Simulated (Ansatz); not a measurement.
## BAs: computed property card

BAs:
```
BAs
1.0
    3.36554     0.00000     0.00000
   -1.68277     2.91465     0.00000
    0.00000     0.00000     5.57530
B As
2 2
Cartesian
  0.00000   1.94310   2.08837
  1.68277   0.97155   4.87602
  0.00000   1.94310   0.00237
  1.68277   0.97155   2.79002
```

Space group P6_3mc (No. 186), wurtzite; conventional cell a = b = 3.366 Å, c = 5.575 Å, α = β = 90.00°, γ = 120.00°.

Method: plane-wave PAW r²SCAN (Ansatz code). Geometry: relaxed at this level of theory. Other levels are named where they apply.

### Cell and energy

```
Property              Value
---------------  ----------
Volume per atom    13.67 Å³
Density          5.21 g/cm³
```

### Electronic structure

```
Property                                                                           Value
------------------------------------------------  --------------------------------------
Band gap                                                              1.33 eV (indirect)
Valence-band maximum                                                                at Γ
Conduction-band minimum                                      at M (3 equivalent valleys)
Smallest direct gap on the standard path                                         2.43 eV
Electron effective mass                             0.12, 1.2, 1.4 mₑ (principal values)
Electron effective mass with spin–orbit coupling    0.12, 1.2, 1.4 mₑ (principal values)
Hole effective mass, band 1 of 2 at the edge             0.50 along x, 0.49 along z (mₑ)
Hole effective mass, band 2 of 2 at the edge             0.15 along x, 0.49 along z (mₑ)
Hole effective mass with spin–orbit coupling      0.23, 0.23, 0.50 mₑ (principal values)
HSE06 gap on the r²SCAN cell                                                     1.78 eV
Gap with spin–orbit coupling                                                     1.26 eV
```

### Mechanics

```
Item                                  Value
----------------------------------  -------
Bulk modulus (Birch–Murnaghan fit)  141 GPa
Pressure derivative B′                  4.1
```

### Charges

```
Quantity                     Value
-------------  -------------------
Bader charges  B +0.20, As -0.20 e
```

The workflow started from a Materials Project entry (that database holds measured and hypothetical structures alike); the Crystallography Open Database copy checked does not list it. It is not the phase usual at ambient conditions (space group No. 216). Symmetry was held in the r²SCAN relaxation; whether a distortion lowers the energy is not shown. Spin–orbit coupling is left out wherever it is not named.

Potentials: the later of the program's two PAW sets.
